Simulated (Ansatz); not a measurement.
Notes on Ti₃Pd₅

```yaml
crystal:
  lattice:
    - [3.27085, 0.00000, 0.00000]
    - [0.00000, 3.27085, 0.00000]
    - [0.00000, 0.00000, 11.46351]
  atoms:
    - { symbol: Ti, position: [0.50000, 0.50000, 0.12500] }
    - { symbol: Ti, position: [0.50000, 0.50000, 0.87500] }
    - { symbol: Pd, position: [0.00000, 0.00000, 0.25000] }
    - { symbol: Pd, position: [0.00000, 0.00000, 0.75000] }
    - { symbol: Pd, position: [0.00000, 0.00000, 0.00000] }
    - { symbol: Pd, position: [0.50000, 0.50000, 0.37500] }
    - { symbol: Pd, position: [0.50000, 0.50000, 0.62500] }
    - { symbol: Ti, position: [0.00000, 0.00000, 0.50000] }
```

Method: PBEsol, no spin polarisation; PAW, plane waves to 420 eV, 8×8×3 Γ-centred mesh, cold occupations (width 0.0807 eV) (Ansatz 0.2.0), atoms fixed.

Forces: The largest is on Ti1 (and as large on other atoms): 1.76 eV/Å, components (0.00, 0.00, 1.76). It makes 58° with the line to a nearest neighbour, Pd3 at 2.72 Å.
At the Fermi level: It is a metal, with about 7.3 states/eV a cell as the mean within 0.25 eV of the Fermi level, mostly Ti d (64 %) and Pd d (16 %).
Formation energy: -0.58 eV an atom against the elements' usual phases (free molecules for gases, crystals otherwise, with no correction for O₂ or N₂), so it is bound against them; other compounds may still compete. Relaxing would lower it.
Contacts: Ti–Pd at 2.72 Å: least valence density 0.27 e/Å³ and ELF 0.21 there. Pd–Pd at 2.72 Å: least valence density 0.31 e/Å³ and ELF 0.19 there. Ti–Ti at 2.87 Å: least valence density 0.19 e/Å³ and ELF 0.20 there. Both are smooth PAW fields, read partly inside the augmentation spheres.
Stress: The pressure is -3.8 GPa (compression positive), so with the atoms held at these fractions the cell would first shrink; the forces are large, so a full relaxation may end otherwise. The principal stresses -6.3, -2.6, -2.6 GPa differ, so its shape would change too.

Origin: a database entry at a rescaled volume. Caveats: atoms or cell far from equilibrium.
